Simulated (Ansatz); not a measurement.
CrBrO:
```xyz
6
Lattice="3.2833 0.0000 0.0000 0.0000 3.8515 0.0000 0.0000 0.0000 8.2823" Properties=species:S:1:pos:R:3 pbc="T T T"
Cr     0.0000     0.0000     4.9657
Cr     1.6417     1.9258     3.3166
Br     0.0000     1.9258     1.4757
Br     1.6417     0.0000     6.8066
O      1.6417     0.0000     3.7423
O      0.0000     1.9258     4.5400
```
The run is spin-polarised; directions of the spins, atom by atom: ↑ ↑ 0 0 0 0.

Relaxed with r²SCAN+D4. Special points in fractions of this cell's reciprocal vectors: Γ (0.000, 0.000, 0.000); X (0.500, 0.000, 0.000); S (0.500, 0.500, 0.000); Y (0.000, 0.500, 0.000); Z (0.000, 0.000, 0.500); U (0.500, 0.000, 0.500); R (0.500, 0.500, 0.500); T (0.000, 0.500, 0.500).

Problem. List the band energies nearest the valence-band maximum at these points for the program Ansatz at the r²SCAN+D4 level (PAW).

Solution. In eV from the valence-band maximum; about four levels below and three above (degenerate sets whole), none deeper than 8.9 eV; points with the same levels are listed once.

| k | below | above |
|---|---|---|
| Γ ↑ | -1.34 -1.09 -0.38 -0.17 | 1.67 2.05 2.30 |
| X ↑ | -1.12 -1.12 -0.65 -0.65 | 1.65 1.65 1.99 1.99 |
| S ↑ | -1.29 -1.29 -0.76 -0.76 | 2.06 2.06 3.11 3.11 |
| Y ↑ | -0.81 -0.81 -0.55 -0.55 | 2.47 2.47 2.72 2.72 |
| Z ↑ | -1.47 -1.12 -0.58 0.00 | 1.57 2.14 2.24 |
| U ↑ | -1.13 -1.13 -0.64 -0.64 | 1.55 1.55 2.20 2.20 |
| R ↑ | -1.29 -1.29 -0.81 -0.81 | 2.02 2.02 3.08 3.08 |
| T ↑ | -0.82 -0.82 -0.63 -0.63 | 2.47 2.47 2.57 2.57 |
| Γ ↓ | -2.09 -1.88 -1.75 -1.24 | 2.11 2.35 2.56 |
| X ↓ | -3.16 -3.16 -1.37 -1.37 | 2.61 2.61 2.94 2.94 |
| S ↓ | -3.15 -3.15 -2.49 -2.49 | 2.79 2.79 3.00 3.00 |
| Y ↓ | -2.87 -2.87 -1.49 -1.49 | 2.27 2.27 3.06 3.06 |
| Z ↓ | -2.20 -1.84 -1.60 -1.40 | 2.11 2.38 2.54 |
| U ↓ | -3.18 -3.18 -1.37 -1.37 | 2.63 2.63 2.96 2.96 |
| R ↓ | -3.18 -3.18 -2.42 -2.42 | 2.70 2.70 3.05 3.05 |
| T ↓ | -2.10 -2.10 -1.48 -1.48 | 2.27 2.27 3.05 3.05 |

Space group Pmmn. The first step of the workflow began from a Materials Project structure, measured or hypothetical; the Crystallography Open Database files this formula in space group No. 59, but the cells were not matched. Its standing as an ambient phase is unchecked. Symmetry was held in the r²SCAN+D4 relaxation; its stability against distortions is not shown here. Magnetic state: ferromagnetic, chosen from 2 collinear starts compared on coarse meshes (ties went to the first, and starts can fall back to one state), not a proven ground state. Other orbital occupations within this spin state were not tried. No Hubbard U is applied. Spin–orbit coupling is left out wherever it is not named.

Potentials: the later of the program's two PAW sets.
